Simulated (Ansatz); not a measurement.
## Fields on a plane of BAs (zinc blende)

```xyz
2
Lattice="0.0000 2.3920 2.3920 2.3920 0.0000 2.3920 2.3920 2.3920 0.0000" Properties=species:S:1:pos:R:3 pbc="T T T"
As     3.5879     3.5879     3.5879
B      0.0000     0.0000     0.0000
```

The slice is a {110} plane (indices of the conventional cell) through the point (0.000, 0.000, 0.000) (fractional), spanned by u = [100] and v = [1 -1 -1] in vectors of this cell: u (3.38 Å) and v (4.78 Å, at 90° to u). It covers one period; positions are fractions (u, v).

Atoms on it: As at (0.50, 0.25); B at (0.00, 0.00).

The numbers are results of r2SCAN (plane waves to 500 eV, PAW, scalar-relativistic; Ansatz, a first-principles code), not measurements. k mesh 12×12×12. Inside the PAW spheres the values are not all-electron values, and peaks at nuclei hang on which shells count as valence. BAs was relaxed with its symmetry unable to fall.

```
|xxxxxxxxxxxx==**************==xxxxxxxxxx|
|xxxxxxxxxx::++##%%%%%%%%%%##++::xxxxxxxx|
|xxxxxxxxxx==**%%%%@@@@@@%%%%**==xxxxxxxx|
|xxxxxxxx--**##%%@@@@@@@@@@%%##**--xxxxxx|
|xxxx::==**##%%@@@@@@@@@@@@@@%%##**==::xx|
|==++++**##%%@@@@@@@@@@@@@@@@@@%%##**++++|
|**######%%@@@@@@@@@@@@@@@@@@@@@@%%######|
|####%%%%%%@@@@@@@@@@@@@@@@@@@@@@%%%%%%##|
|%%%%%%%%@@@@@@@@@@@@@@@@@@@@@@@@@@%%%%%%|
|%%%%%%%%@@@@@@@@@@@@@@@@@@@@@@@@@@%%%%%%|
|%%%%%%%%@@@@@@@@@@@@@@@@@@@@@@@@@@%%%%%%|
|%%%%%%%%%%%%%%%%%%%%%%%%%%%%%%%%%%%%%%%%|
|%%%%%%%%%%%%%%####******####%%%%%%%%%%%%|
|%%%%%%%%%%##**++==------==++**##%%%%%%%%|
|%%%%%%####++==..          ..--++####%%%%|
|%%%%%%##++--      xxxxxx      --++##%%%%|
|%%%%##**--    xxxxxxxxxxxxxx    --**##%%|
|%%%%##++..  xxxxxxxxxxxxxxxxxx  ..++##%%|
|%%##**==    xxxxxxxxxxxxxxxxxx    ==**##|
|####**--  xxxxxxxxxxxxxxxxxxxxxx  --**##|
|****++::  xxxxxxxxxxxxxxxxxxxxxx  ::++**|
|======::  xxxxxxxxxxxxxxxxxxxxxx  ::====|
|xxxx....    xxxxxxxxxxxxxxxxxx    ....xx|
|xxxxxxxx    xxxxxxxxxxxxxxxxxx    xxxxxx|
|xxxxxxxxxx    xxxxxxxxxxxxxx    xxxxxxxx|
|xxxxxxxxxx        xxxxxx        xxxxxxxx|
|xxxxxxxxxxxx....          ....xxxxxxxxxx|
|xxxxxxxxxxxx--====------====--xxxxxxxxxx|
```
Scale: ten equal steps from -1.00 (start of ' ') to 7.28 (end of '@'), in the order ' .:-=+*#%@'. Values: electrostatic potential energy of an electron, from the cell's mean, in eV. The map has 20 points along u (two characters each, u = 0 at the left) and 28 along v (v = 0 in the bottom row). Points within 0.9 Å of a nucleus are blanked (x), as the pseudised field means little there. Values under -1 eV are set to -1. The zero, the cell's mean, hangs on the PAW cores.

```
v \ u  0.00  0.15  0.30  0.45  0.60  0.75  0.90
-----  ----  ----  ----  ----  ----  ----  ----
0.93      x  0.37  0.43  0.21  0.27  0.48  0.24
0.86   0.58  0.50  0.22  0.05  0.07  0.32  0.55
0.79   0.55  0.39  0.10  0.02  0.03  0.18  0.47
0.71   0.27  0.16  0.04  0.01  0.02  0.07  0.22
0.64   0.08  0.05  0.03  0.04  0.03  0.03  0.07
0.57   0.03  0.03  0.07  0.18  0.14  0.05  0.03
0.50   0.02  0.05  0.28  0.48  0.44  0.17  0.03
0.43   0.03  0.15  0.47  0.58  0.56  0.39  0.07
0.36   0.08  0.33  0.54  0.38  0.46  0.49  0.20
0.29   0.27  0.55  0.53     x     x  0.58  0.45
0.21   0.55  0.77  0.61     x     x  0.71  0.70
0.14   0.58  0.88  0.77  0.39  0.51  0.85  0.80
0.07      x  0.81  0.85  0.61  0.67  0.89  0.54
0.00      x  0.43  0.74  0.52  0.60  0.75     x
```

Values: electron localisation function (ELF). Points within 0.4 Å of a nucleus are blanked (x), as the pseudised field means little there.

| Property | Value |
|---|---|
| Density on the As–B line (2.07 Å) at its midpoint | 0.80 e/Å³ |
| ELF at that point | 0.9 |
| ELF maximum in the middle third of the As–B line | 0.91, 1.2 Å from As |
